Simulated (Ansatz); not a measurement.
# Structure optimisation: yttrium, fcc

Level of theory: Ansatz 0.2.0, DFT, PBEsol, plane waves (420 eV) with PAW, scalar-relativistic. The PAW files were generated under PBE, with cores re-solved for the functional.

k-point mesh 11×11×11, Fermi-Dirac smearing 0.1 eV, no spin polarisation. Cell and atoms relax.

Starting structure:

```
CELL_PARAMETERS angstrom
0.00000 2.54612 2.54612
2.54612 0.00000 2.54612
2.54612 2.54612 0.00000
ATOMIC_POSITIONS crystal
Y 0.00000 0.00000 0.00000
```

**Question.** The pressure at the start is -2.4 GPa. By how much does the volume change?

**Answer.** From 33.01 to 30.91 Å³ per atom, -6.4 %. The final cell has a = 4.982 Å.

**Question.** How much energy does the relaxation gain?

**Answer.** 16.3 meV per atom.
